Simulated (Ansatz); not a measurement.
BN (h-BN type, space group P6_3/mmc)

```
CELL_PARAMETERS angstrom
      2.49985     0.00000     0.00000
     -1.24992     2.16493     0.00000
      0.00000     0.00000     6.41293
ATOMIC_POSITIONS crystal
  B  0.33333 0.66667 0.25000
  B  0.66667 0.33333 0.75000
  N  0.33333 0.66667 0.75000
  N  0.66667 0.33333 0.25000
```

The slice is a (0001) plane (indices of the conventional cell) through the point (0.667, 0.333, 0.250) (fractional), spanned by u = [110] and v = [1 -1 0] in vectors of this cell: u (2.50 Å) and v (4.33 Å, at 90° to u). It covers one period; positions are fractions (u, v).

Computed with PBEsol-D3(BJ) (plane waves to 420 eV, PAW, scalar-relativistic; Ansatz, a first-principles code). k mesh 15×15×5. These are valence fields of a PAW run, semicore shells included where kept as valence: close to a nucleus they are smooth pseudo fields. BN was relaxed with its symmetry unable to fall. The PAW data are Ansatz's earlier set.

Task: Around which element is the density of the lowest conduction band (whole band as if filled, smooth part) largest on this plane?

Result: N. Mean over a disc round each atom, of radius 0.45 times the shortest bond: N 0.052, B 0.003 e/Å³.

Task: What is the valence density on the shortest B–N line in this plane (1.44 Å), at its midpoint?

Result: 1.80 e/Å³.

Task: What is the ELF at the midpoint of the shortest B–N line in this plane (1.44 Å)?

Result: 0.9.

Task: Predict the map of the density of the lowest conduction band (whole band as if filled, smooth part) on the slice.

Result: 
```
|@@@@##++--..              ..--++##@@|
|%%##**==::..              ..::==**##|
|**++==--..                  ..--==++|
|==----::..                  ..::----|
|::::....                      ....::|
|....                              ..|
|                                    |
|                                    |
|                                    |
|                                    |
|            ......::......          |
|          ..::----------::..        |
|        ..::--==++**++==--::..      |
|        ..::==**##%%##**==::..      |
|        ..--++##@@@@@@##++--..      |
|        ..--**%%@@@@@@%%**--..      |
|        ..--++##@@@@@@##++--..      |
|        ..::==**##%%##**==::..      |
|          ..--==++**++==--..        |
|          ..::----==----::..        |
|            ....::::::....          |
|                ......              |
|                                    |
|                                    |
|                                    |
|                                    |
|::......                      ......|
|------::..                  ..::----|
|**++==--::..              ..::--==++|
|%%##**==::..              ..::==**##|
|@@@@##++--..              ..--++##@@|
|@@@@%%**--..              ..--**%%@@|
```
Scale: ten equal steps from 0.001 (start of ' ') to 0.089 (end of '@'), in the order ' .:-=+*#%@'. Values: density of the lowest conduction band (whole band as if filled, smooth part) in e/Å³. The map has 18 points along u (two characters each, u = 0 at the left) and 32 along v (v = 0 in the bottom row).
